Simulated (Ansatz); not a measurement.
SbSBr in space group Pnma (No. 62; Sb on 4c, S on 4c, Br on 4c), plane-wave PAW LDA (Ansatz code), all energies at zero smearing, with the estimated change up to a 700 eV cutoff added, with one set of potentials and settings (totals compare only within such a set). Cell of 12 atoms (4 Sb, 4 S, 4 Br): -39602.304 eV.

| element | reference phase | E (eV/atom) |
|---|---|---|
| Sb | R-3m, 2 atoms in the cell | -6335.8223 |
| S | Fddd, 32 atoms in the cell | -869.4931 |
| Br | Cmce, 4 atoms in the cell | -2693.8442 |

Formation energy per atom, worked out: (-39602.304 − 4×(-6335.8223) − 4×(-869.4931) − 4×(-2693.8442))/12 = -0.472 eV/atom (-46 kJ per mol of atoms), at 0 K, without zero-point energy or fitted corrections.

The workflow started from a Materials Project entry (that database holds measured and hypothetical structures alike); the Crystallography Open Database files this formula in space group No. 62, but the cells were not matched. Whether it is the stable phase at ambient conditions was not checked. Symmetry was held in the LDA relaxation; whether a distortion lowers the energy is not shown. A crystal of weakly bound chains computed without a dispersion correction: the cell and the soft elastic constants depend strongly on that. The references are the lowest solids computed at this level, not always the standard phases. Scalar-relativistic: spin–orbit coupling is off unless named, which matters more the heavier the elements.

Potentials: the later of the program's two PAW sets.
